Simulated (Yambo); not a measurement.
G0W0@LDA for BaMg2Sb2 (space group P-3m1, No. 164) in Yambo. Reference settings: 3×3×1 Γ-centred k mesh, bands 9 to 236 and a 7 Ry block in the screening, 236 bands in G with the Bruneval-Gonze terminator, plasmon pole fitted at 27.2 eV. The LDA gap Γ → (0, 0.333, 0) on this mesh is 1.08 eV; G0W0 gaps are taken between the same points.

Gap (Γ → (0, 0.333, 0)) in eV against the number of bands and the screening block, terminator on:

```
bands (W and G)   2 Ry   3 Ry   4 Ry   6 Ry   7 Ry
---------------  -----  -----  -----  -----  -----
60               1.790  1.849  1.867  1.882  1.884
91               1.687  1.782  1.814  1.851  1.854
132              1.661  1.763  1.809  1.865  1.872
183              1.657  1.767  1.825  1.902  1.912
236              1.657  1.767  1.828  1.915  1.928
```

Rough cost of the Yambo step against the reference (shared machines):

| bands (W and G) | 2 Ry | 3 Ry | 4 Ry | 6 Ry | 7 Ry |
|---|---|---|---|---|---|
| 60 | 1/6 | 1/5 | 1/5 | 1/5 | 1/4 |
| 91 | 1/4 | 1/4 | 1/4 | 1/3 | 1/3 |
| 132 | 1/3 | 1/3 | 1/3 | ~1 | ~1 |
| 183 | 1/2 | 1/2 | ~1 | ~1 | ~1 |
| 236 | 1/3 | ~1 | 1/2 | ~1 | 1 |

At the largest block the last step in bands moves the gap by 0.016 eV; at the most bands the last step in the block moves it by 0.013 eV.

The mesh misses a band edge: along a dense path the LDA gap is 0.83 eV against 1.08 eV on the mesh.

Without spin-orbit coupling, band edges of such heavy elements can be off by tenths of an eV.

The standard potential for Sb keeps a d shell in the valence without the s and p states of that shell. In tests on such compounds this moved G0W0 gaps by up to about 0.9 eV, so absolute quasiparticle energies here are unreliable; differences between settings are what counts.

Geometry of the Materials Project entry, not relaxed at this level; primitive cell a = 4.7985 Å, b = 4.7985 Å, c = 8.2059 Å, α = 90.00°, β = 90.00°, γ = 120.00°.
